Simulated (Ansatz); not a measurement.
MoIr in space group P-6m2 (No. 187; Mo on 1a, Ir on 1d) at seven volumes, DFT-PBEsol in the program Ansatz with PAW potentials, shape and atoms relaxed at each. One row is withheld.

```csv
V (Å³/atom),P (GPa)
13.229,39.18
13.665,23.88
14.101,10.94
14.537,0.00
14.973,-9.24
15.409,-17.03
15.845,?
```

Fit the shown pressures and predict the withheld one.

Third-order Birch–Murnaghan: P = (3/2)B₀(x^(7/2) − x^(5/2))[1 + (3/4)(B′ − 4)(x − 1)] with x = (V₀/V)^(2/3). Least squares on the six rows gives V₀ = 14.537 Å³/atom, B₀ = 334.4 GPa, B′ = 4.59. At V = 15.845, x = 0.9442 and P = -23.65 GPa. The run itself gave -23.59 GPa.

The workflow started from a Materials Project entry (that database holds measured and hypothetical structures alike); the Crystallography Open Database copy checked does not list it. COD files the formula under space group No. 51. With Mo and Ir taken as one species the cell has the higher symmetry P6_3/mmc, so it may be an ordered model of a mixed-site phase. Its standing as an ambient phase is unchecked. The PBEsol relaxation kept the symmetry of its start; its stability against distortions is not shown here. No spin polarisation was allowed. Spin–orbit coupling is left out wherever it is not named.

Potentials: the later of the program's two PAW sets.
